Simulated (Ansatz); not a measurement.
GaP (zinc blende)

```yaml
crystal:
  lattice:
    - [0.00000, 2.71921, 2.71921]
    - [2.71921, 0.00000, 2.71921]
    - [2.71921, 2.71921, 0.00000]
  atoms:
    - { symbol: P, position: [0.25000, 0.25000, 0.25000] }
    - { symbol: Ga, position: [0.00000, 0.00000, 0.00000] }
```

Grid over V/V₀ and (c/a)/(c/a)₀, subscript 0 meaning the relaxed cell; the conventional c axis lies along z; no internal relaxation.

Calculation: PBEsol (plane waves to 420 eV, PAW, scalar-relativistic; Ansatz, a program for electronic structure). k mesh 11×11×11 (Γ-centred), Fermi-Dirac smearing 0.05 eV. Compression counts positive. GaP was relaxed with its symmetry unable to fall.

At one point of the scan the stress tensor (GPa) is:

```
    2.4      0.0      0.0
    0.0      2.4      0.0
    0.0      0.0      2.4
```

Q: Which point is it?
A) V/V₀ = 0.973, (c/a)/(c/a)₀ = 0.973
B) V/V₀ = 0.973, (c/a)/(c/a)₀ = 1.000
C) V/V₀ = 1.000, (c/a)/(c/a)₀ = 1.013
D) V/V₀ = 0.973, (c/a)/(c/a)₀ = 1.027

A: B, V/V₀ = 0.973, (c/a)/(c/a)₀ = 1.000

(Under strain, the slope of the energy per volume gives the stress and its curvature an elastic modulus.)
